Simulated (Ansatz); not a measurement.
CsHgBr₃ (cubic perovskite, Pm-3m), the program Ansatz at the r²SCAN level (PAW), all energies at zero smearing, with the estimated change up to a 700 eV cutoff added, with one set of potentials and settings (totals compare only within such a set). Cell of 5 atoms (1 Cs, 1 Hg, 3 Br): -27898.175 eV.

| element | reference phase | E (eV/atom) |
|---|---|---|
| Cs | Im-3m, 1 atoms in the cell | -5685.9274 |
| Hg | P-1, 3 atoms in the cell | -13827.8306 |
| Br | Cmce, 4 atoms in the cell | -2792.8603 |

Formation energy per atom, worked out: (-27898.175 − 1×(-5685.9274) − 1×(-13827.8306) − 3×(-2792.8603))/5 = -1.167 eV/atom (-113 kJ per mol of atoms), at 0 K, without zero-point energy or fitted corrections.

The workflow started from an entry of the Crystallography Open Database (COD), which files this formula under 2 space groups. Its standing as an ambient phase is unchecked. The r²SCAN relaxation kept the symmetry of its start; its stability against distortions is not shown here. The references are the lowest solids computed at this level, not always the standard phases. Scalar-relativistic: spin–orbit coupling is off unless named, which matters more the heavier the elements.

Potentials: the later of the program's two PAW sets.
